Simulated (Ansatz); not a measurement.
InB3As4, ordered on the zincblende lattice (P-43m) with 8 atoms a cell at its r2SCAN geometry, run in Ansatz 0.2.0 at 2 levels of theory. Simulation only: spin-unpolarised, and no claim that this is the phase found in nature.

The r2SCAN input:
```yaml
crystal:
  lattice:
    - [5.1567957722, 0.0, 0.0]
    - [0.0, 5.1567957722, 0.0]
    - [0.0, 0.0, 5.1567957722]
  atoms:
    - { symbol: B, position: [0.5, 0.0, 0.0] }
    - { symbol: As, position: [0.7735014892, 0.2264985108, 0.2264985108] }
    - { symbol: B, position: [0.0, 0.5, 0.0] }
    - { symbol: As, position: [0.2264985108, 0.7735014892, 0.2264985108] }
    - { symbol: B, position: [0.0, 0.0, 0.5] }
    - { symbol: As, position: [0.2264985108, 0.2264985108, 0.7735014892] }
    - { symbol: In, position: [0.5, 0.5, 0.5] }
    - { symbol: As, position: [0.7735014892, 0.7735014892, 0.7735014892] }
kpoints:
  mp_grid: { grid: [6, 6, 6] }
  band_path:
    path: [[0.0, 0.0, 0.0], [0.0, 0.5, 0.0], [0.5, 0.5, 0.0], [0.5, 0.5, 0.5]]
    npoints: 1
hamiltonian:
  xc: r2scan
scf:
  occupations: { method: fermi_dirac, width: 0.02 }
  n_extra_bands: 6
output:
  forces: true
  stress: true
  eigenvalues: true
```

Main results, then, where recorded, the levels near the gap in eV from the Fermi energy (columns number the bands from 0), one row a point of the path (Γ, X, M, R):
```
Crystal: 8 atoms, lattice volume = 137.132 Å³
Symmetry: 24 space group operations
Space group: P-43m (ITA 215)
```
```
Basis set: ecut = 500 eV, 3431 PW (Γ)
Bands: 47, of which v1, the nominal top of the filled ones, is band 41 counted from 1 (40 counted from 0)
k-points: 20 of 216 (time reversal used)
Free energy (F): -25538.206759 eV
Internal energy: -25538.206500 eV  (E = F + TS)
E sigma→0 (E₀):  -25538.206630 eV
Entropy (-TS):   -0.000259 eV (-0.032 meV/atom)
Fermi energy:    10.148687 eV
--- Forces (eV/Å), atoms counted from 1 ---
  atom   1  B       0.00000      0.00000      0.00000
  atom   2  As    -0.00322      0.00322      0.00322
  atom   3  B       0.00000      0.00000      0.00000
  atom   4  As      0.00322    -0.00322      0.00322
  atom   5  B       0.00000      0.00000      0.00000
  atom   6  As      0.00322      0.00322    -0.00322
  atom   7  In      0.00000      0.00000      0.00000
  atom   8  As    -0.00322    -0.00322    -0.00322
--- Stress (GPa, compression-positive) ---
        0.009771       0.000000       0.000000
        0.000000       0.009771       0.000000
        0.000000       0.000000       0.009771
  P = ⅓ Tr σ = 0.0098 GPa (0.098 kbar)
```
```tsv
band_38	band_39	band_40	band_41	band_42	band_43
-0.049	-0.049	-0.049	0.023	0.938	0.938
-3.351	-1.826	-1.826	1.061	1.583	2.797
-2.276	-1.396	-1.396	2.050	2.050	3.350
-0.939	-0.939	-0.939	0.944	0.944	0.944
```

With r2SCAN the gap is 0.07 eV and direct, at Γ. (This is within a few times the smearing of 0.02 eV, so the filling near the edges can be smeared.)

**Question.** Another run on the same cell gave
```
Basis set: ecut = 420 eV, 2721 PW (Γ)
Bands: 47, of which v1, the nominal top of the filled ones, is band 41 counted from 1 (40 counted from 0)
k-points: 10 of 64 (time reversal used)
hybrid outer 1: dexx = +2.841e-2 eV, tail = 1.93e-4 eV
hybrid outer 2: dexx = +1.178e-6 eV, tail = 4.78e-8 eV, Δε = 1.41e-3 eV, ΔF = 2.56e-4 eV/Å
Free energy (F): -25497.041859 eV
Fermi energy:    10.141174 eV
--- Forces (eV/Å), atoms counted from 1 ---
  atom   1  B       0.00000      0.00000      0.00000
  atom   2  As      0.02393    -0.02393    -0.02393
  atom   3  B       0.00000      0.00000      0.00000
  atom   4  As    -0.02393      0.02393    -0.02393
  atom   5  B       0.00000      0.00000      0.00000
  atom   6  As    -0.02393    -0.02393      0.02393
  atom   7  In      0.00000      0.00000      0.00000
  atom   8  As      0.02393      0.02393      0.02393
--- Stress (GPa, compression-positive) ---
       -0.905182       0.000000       0.000000
        0.000000      -0.905182       0.000000
        0.000000       0.000000      -0.905182
  P = ⅓ Tr σ = -0.9052 GPa (-9.052 kbar)
```
```tsv
band_38	band_39	band_40	band_41	band_42	band_43
-0.264	-0.264	-0.264	0.242	1.113	1.113
-3.685	-2.111	-2.111	1.281	1.793	3.041
-2.570	-1.674	-1.674	2.371	2.371	3.595
-1.202	-1.202	-1.202	1.222	1.222	1.222
```
Which level of theory and mesh gave it?

**Answer.** It is HSE06, judged by the exchange loop and the size of the gap (a near hybrid could fit too), on 4×4×4; the blocks that differ from the first input, but for the band path:
```yaml
kpoints:
  mp_grid: { grid: [4, 4, 4] }
hamiltonian:
  xc: hse06
```
With HSE06 the gap is 0.51 eV and direct, at Γ. With the atoms held, the mean pressure is -0.9 GPa (compression positive). The stress of a hybrid is loosely converged here.

Small level splittings and stresses of the hybrids carry the error of their coarser meshes.

Totals of different functionals can't be compared.

Spin-orbit coupling is left out, which matters wherever the heavy atoms make up the band edges.

Gaps or overlaps of about a tenth of an eV are at the limit of these meshes: between the points read a gap can be smaller or closed.

The meshes of the hybrids are coarse, so their gaps aren't converged to the digits shown.
